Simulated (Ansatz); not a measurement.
An elastic tensor (GPa, Voigt order, standard axes) from PBE (plane waves, PAW; program Ansatz):

```
513  184  184  0.0  0.0  0.0
184  513  184  0.0  0.0  0.0
184  184  513  0.0  0.0  0.0
0.0  0.0  0.0  326  0.0  0.0
0.0  0.0  0.0  0.0  326  0.0
0.0  0.0  0.0  0.0  0.0  326
```

Which of these materials gives this?
A. SiC, zinc blende
B. Si, diamond
C. BN, zinc blende
D. Si3N4, Fd-3m (Si on 16c, Si on 8b, N on 32e)

D, Si3N4, Fd-3m (Si on 16c, Si on 8b, N on 32e)

The PBE relaxation kept the symmetry of its start.

Potentials: the later of the program's two PAW sets.
